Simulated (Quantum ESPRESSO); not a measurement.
## LiZr2Mo5 (input and log of a self-consistent run)

Computed values, not a measurement. The program is pw.x of Quantum ESPRESSO 7.5 (plane-wave density functional theory). The cell is made up: eight metal atoms on a face-centred cubic lattice, with elements, volume, strain and displacements drawn at random and not relaxed, so it may be unstable or far from any real phase. PseudoDojo standard norm-conserving files set the functional (PBE unless stated); there is no spin polarisation or spin-orbit coupling, the Fermi-Dirac width of 0.25 eV means electrons at about 2900 K, and the masses in the input are unused placeholders. A spin test at this wide smearing found no moment, but such smearing suppresses magnetism that the real alloy may have.

Input:

```
&control calculation='scf', pseudo_dir='./dojo.nc.sr.pbe.v0_5.standard.upf', outdir='./o', disk_io='minimal', tprnfor=.true., tstress=.true. /
&system ibrav=0, nat=8, ntyp=3, nbnd=66, ecutwfc=79.96652505, nosym=.true., tot_charge=0,
 occupations='smearing', smearing='fd', degauss=0.0183746611
/
&electrons conv_thr=1.470e-08, electron_maxstep=70, mixing_beta=0.5 /
ATOMIC_SPECIES
Li 1.0 Li.upf
Mo 1.0 Mo.upf
Zr 1.0 Zr.upf
CELL_PARAMETERS angstrom
0.0 0.0 -4.2123
-4.2123 0.0 0.0
2.1061 8.4245 2.1061
ATOMIC_POSITIONS angstrom
Li 0.0647 0.0029 -0.1109
Zr -2.0967 2.1493 0.0683
Zr -0.0451 4.3547 -0.058
Mo -2.1558 6.6117 -0.0781
Mo -2.0316 -0.1151 -2.0992
Mo -0.0502 2.0754 -1.9998
Mo -2.1064 4.1414 -2.1509
Mo -0.3065 6.3224 -2.346
K_POINTS automatic
6 6 3 1 1 1
```

The log is shortened where brackets say so; the opening notice, blank lines, dates and the lines on written files are dropped, and the path of the files is cut. It prints rydbergs, bohrs and kilobars, and counts compression as positive stress. Its total energy is the free energy E - TS of the whole cell.

```
     Program PWSCF v.7.5
     Parallel version (MPI & OpenMP), running on       4 processor cores
     Number of MPI processes:                 4
     Threads/MPI process:                     1
     [start-up lines left out]
     bravais-lattice index     =            0
     lattice parameter (alat)  =       7.9601  a.u.
     unit-cell volume          =    1008.7402 (a.u.)^3
     number of atoms/cell      =            8
     number of atomic types    =            3
     number of electrons       =        97.00
     number of Kohn-Sham states=           66
     kinetic-energy cutoff     =      79.9665  Ry
     charge density cutoff     =     319.8661  Ry
     scf convergence threshold =      1.5E-08
     mixing beta               =       0.5000
     number of iterations used =            8  plain     mixing
     Exchange-correlation= PBE
                           (   1   4   3   4   0   0   0)
     [axes and pseudopotential details left out]
   Cartesian axes
     site n.     atom                  positions (alat units)
         1        Li     tau(   1) = (   0.0153598   0.0006885  -0.0263277  )
         2        Zr     tau(   2) = (  -0.4977566   0.5102438   0.0162144  )
         3        Zr     tau(   3) = (  -0.0107067   1.0338058  -0.0137692  )
         4        Mo     tau(   4) = (  -0.5117869   1.5696175  -0.0185409  )
         5        Mo     tau(   5) = (  -0.4823018  -0.0273247  -0.4983501  )
         6        Mo     tau(   6) = (  -0.0119175   0.4927000  -0.4747525  )
         7        Mo     tau(   7) = (  -0.5000593   0.9831683  -0.5106236  )
         8        Mo     tau(   8) = (  -0.0727631   1.5009377  -0.5569404  )
     number of k points=    54  Fermi-Dirac smearing, width (Ry)=  0.0184
                       cart. coord. in units 2pi/alat
        k(    1) = (  -0.0833333   0.1250005  -0.0833333), wk =   0.0370370
        k(    2) = (  -0.0833333  -0.2083368  -0.0833333), wk =   0.0370370
     [further k points left out]
     Dense  grid:    97351 G-vectors     FFT dimensions: (  45,  45, 100)
     Estimated max dynamical RAM per process >     323.55 MB
     Estimated total dynamical RAM >       1.19 GB
     Initial potential from superposition of free atoms
     starting charge      96.9836, renormalised to      97.0000
     Starting wfcs are   72 randomized atomic wfcs
     total cpu time spent up to now is        5.9 secs
     per-process dynamical memory:   253.5 Mb
     Self-consistent Calculation
     iteration #  1     ecut=    79.97 Ry     beta= 0.50
     Davidson diagonalization with overlap
     ethr =  1.00E-02,  avg # of iterations =  2.6
     total cpu time spent up to now is       19.6 secs
     total energy              =    -918.20735735 Ry
     estimated scf accuracy    <       2.42084526 Ry
     iteration #  2     ecut=    79.97 Ry     beta= 0.50
     Davidson diagonalization with overlap
     ethr =  2.50E-03,  avg # of iterations =  4.9
     total cpu time spent up to now is       36.6 secs
     total energy              =    -915.20166066 Ry
     estimated scf accuracy    <      67.52581733 Ry
     iteration #  3     ecut=    79.97 Ry     beta= 0.50
     Davidson diagonalization with overlap
     ethr =  2.50E-03,  avg # of iterations =  3.7
     total cpu time spent up to now is       51.0 secs
     total energy              =    -918.55700316 Ry
     estimated scf accuracy    <      16.74720413 Ry
     iteration #  4     ecut=    79.97 Ry     beta= 0.50
     Davidson diagonalization with overlap
     ethr =  2.50E-03,  avg # of iterations =  2.0
     total cpu time spent up to now is       63.5 secs
     total energy              =    -919.40405070 Ry
     estimated scf accuracy    <       0.16089289 Ry
     iteration #  5     ecut=    79.97 Ry     beta= 0.50
     Davidson diagonalization with overlap
     ethr =  1.66E-04,  avg # of iterations =  6.7
     total cpu time spent up to now is       82.1 secs
     total energy              =    -919.41170099 Ry
     estimated scf accuracy    <       0.20599795 Ry
     [iterations 6 to 14 left out]
     iteration # 15     ecut=    79.97 Ry     beta= 0.50
     Davidson diagonalization with overlap
     ethr =  5.23E-09,  avg # of iterations =  3.9
     total cpu time spent up to now is      203.4 secs
     total energy              =    -919.44341617 Ry
     estimated scf accuracy    <       0.00000017 Ry
     iteration # 16     ecut=    79.97 Ry     beta= 0.50
     Davidson diagonalization with overlap
     ethr =  1.73E-10,  avg # of iterations =  5.1
     total cpu time spent up to now is      219.6 secs
     total energy              =    -919.44341618 Ry
     estimated scf accuracy    <       0.00000035 Ry
     iteration # 17     ecut=    79.97 Ry     beta= 0.50
     Davidson diagonalization with overlap
     ethr =  1.73E-10,  avg # of iterations =  2.1
     total cpu time spent up to now is      232.0 secs
     total energy              =    -919.44341619 Ry
     estimated scf accuracy    <       0.00000080 Ry
     iteration # 18     ecut=    79.97 Ry     beta= 0.50
     Davidson diagonalization with overlap
     ethr =  1.73E-10,  avg # of iterations =  1.3
     total cpu time spent up to now is      242.9 secs
     total energy              =    -919.44341623 Ry
     estimated scf accuracy    <       0.00000006 Ry
     iteration # 19     ecut=    79.97 Ry     beta= 0.50
     Davidson diagonalization with overlap
     ethr =  6.57E-11,  avg # of iterations =  1.0
     total cpu time spent up to now is      253.4 secs
     End of self-consistent calculation
     [lines on levels left out]
!    total energy              =    -919.44341623 Ry
     estimated scf accuracy    <          3.1E-09 Ry
     smearing contrib. (-TS)   =      -0.14911030 Ry
     internal energy E=F+TS    =    -919.29430593 Ry
     The total energy is F=E-TS. E is the sum of the following terms:
     one-electron contribution =    -229.90261419 Ry
     hartree contribution      =     155.57867125 Ry
     xc contribution           =    -146.05952055 Ry
     ewald contribution        =    -698.91084245 Ry
     convergence has been achieved in  19 iterations
     Forces acting on atoms (cartesian axes, Ry/au):
     atom    1 type  1   force =    -0.01216009    0.00225212    0.01507195
     atom    2 type  3   force =    -0.00547434   -0.06135687    0.00270311
     atom    3 type  3   force =     0.01973078    0.02050124   -0.00403969
     atom    4 type  2   force =     0.00644976   -0.00668192   -0.00070482
     atom    5 type  2   force =    -0.01711268   -0.01981003   -0.00890705
     atom    6 type  2   force =     0.00357364   -0.01595028   -0.02236790
     atom    7 type  2   force =    -0.00893429    0.03961623    0.00197519
     atom    8 type  2   force =     0.01392721    0.04142950    0.01626921
     Total force =     0.102250     Total SCF correction =     0.000221
     Computing stress (Cartesian axis) and pressure
          total   stress  (Ry/bohr**3)                   (kbar)     P=      -83.01
  -0.00071990  -0.00010765  -0.00003599         -105.90      -15.84       -5.29
  -0.00010765  -0.00053113  -0.00003860          -15.84      -78.13       -5.68
  -0.00003599  -0.00003860  -0.00044187           -5.29       -5.68      -65.00
     init_run     :      5.38s CPU      5.61s WALL (       1 calls)
     electrons    :    246.83s CPU    247.52s WALL (       1 calls)
     forces       :      1.88s CPU      1.88s WALL (       1 calls)
     stress       :      6.53s CPU      6.53s WALL (       1 calls)
     [timing details left out]
     PWSCF        :   4m20.95s CPU   4m21.90s WALL
     JOB DONE.
```

In other units: free energy -12509.665 eV for the cell, pressure -8.30 GPa, largest force component 1.578 eV/Å in size. The run took 264 s of wall time with four MPI processes on a shared machine (Intel Xeon, 2023 or later, virtual cores), so the time is rough. A rerun of this cell at a higher cutoff and on a denser mesh moved values by no more than 0.002 eV in energy, 0.03 GPa in stress and 0.005 eV/Å in force, and a second program with other atomic files agreed on that cell to 2 % rms in force and 0.5 GPa in pressure.